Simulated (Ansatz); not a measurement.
## FeCo₃Ge₄: computed properties

The calculation used Ansatz, DFT PBE, scalar-relativistic, plane waves, PAW.

Settings: cutoff 420 eV, Γ-centred mesh 10×10×8 on the computed 8-atom cell, Gaussian smearing of 0.10 eV; collinear spin from starting moments -1.5 -0.7 0.0 0.0 0.0 0.0 0.0 0.0 μB.

The structure is relaxed at this level of theory with its symmetry kept, and needn't be the ground state of this composition.

Space group C2/m (No. 12), monoclinic, a = 11.982 Å, b = 3.798 Å, c = 4.842 Å, β = 99.6°. Fe is surrounded by 6 Ge at 2.42–2.52 Å, 2 Co at 2.42 Å and 2 Co at 2.59 Å; Co on a site of symmetry 2/m is surrounded by 6 Ge at 2.40–2.47 Å, 2 Fe at 2.42 Å and 2 Co at 2.62 Å; around Co on a site of symmetry m lie 6 Ge at 2.39–2.54 Å, 1 Fe at 2.59 Å, 3 Co at 2.62–2.74 Å and 1 Ge at 3.10 Å; around Ge on its first site lie 5 Co at 2.41–2.54 Å and 1 Fe at 2.52 Å; Ge on its second site has 4 Co at 2.39–2.40 Å, 2 Fe at 2.42 Å, 3 Ge at 2.95–3.02 Å and 1 Co at 3.10 Å.

- Volume per atom: 13.58 Å³
- Formation energy from the elements' standard states (uncorrected): -0.164 eV/atom
- Kohn–Sham band gap: none (metal)
- Density of states at the Fermi level: 3.5 states/eV per cell
- Orbital (Löwdin) character within 0.5 eV of the Fermi level: Co 3d 56 %, Fe 3d 26 %, Ge 4p 13 %
- Bader charge by site (e): Fe (1 in the cell) 0.08, Co (1 in the cell) -0.18, Co (2 in the cell) -0.18, Ge (2 in the cell) 0.10, Ge (2 in the cell) 0.13
- Total moment: -1.76 μB per cell
- Moment by site (μB): Fe1 -1.34, Co2 -0.59, Co3 0.04, Co4 0.04

Only this magnetic start was tried.

The cell was found from a structure generator's guess, not taken from experiment. Löwdin shares on free-atom orbitals overweight diffuse shells.
